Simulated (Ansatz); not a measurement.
## Ta: energy along a strain

Ta, Im-3m, a = 3.303 Å (as given, not relaxed at this level: 0.5 GPa). Ansatz: r2SCAN, PAW, 500 eV, Γ-centred 20×20×20 mesh on 1 atom, Gaussian smearing 0.15 eV; no spin polarisation. Cell vectors (Å): -1.651 1.651 1.651; 1.651 -1.651 1.651; 1.651 1.651 -1.651. The cell is strained by x per cent times the pattern (1 0 0 0 0 0) in the order xx yy zz yz xz xy (engineering shears), with fractional coordinates held. y is the free energy over the start, V0 = 18.010 Å³/atom.

| x (%) | y (meV/atom) |
| --- | --- |
| -6.00 | ? |
| -4.50 | 38.07 |
| -3.00 | 17.06 |
| -1.50 | 4.54 |
| 0.00 | 0.00 |
| 1.50 | 2.76 |
| 3.00 | 12.00 |
| 4.50 | 26.98 |
| 5.25 | 36.41 |
| 6.00 | 47.05 |

**Question.** Fit y = c1 x + c2 x² + c3 x³ to the other rows, get the stiffness along the pattern, and predict the missing energy.

**Answer.** Least squares on the rows shown. y = −0.51562 x + 1.6070 x² − 0.035666 x³. The clamped-ion stiffness p·C·p = 2 × 16.07 eV × 160.2 / 18.010 Å³ = 286 GPa, which is C11 in these axes (second derivative at the start, which stands under stress). At x = -6.00 the fit asked for gives 68.65 meV/atom. The run gave 67.87 meV/atom, so the fit is 0.78 meV/atom too high, 1.1 % of the span of the series, against an rms of 0.04 meV/atom on the fitted rows. The row lies outside the fitted range. With a term in x⁴ added, a fit to the same known rows predicts 68.31 meV/atom, which recovers part of the miss; the known rows don't hold the rest.

Spin–orbit coupling is left out, which can shift energies with elements as heavy as these.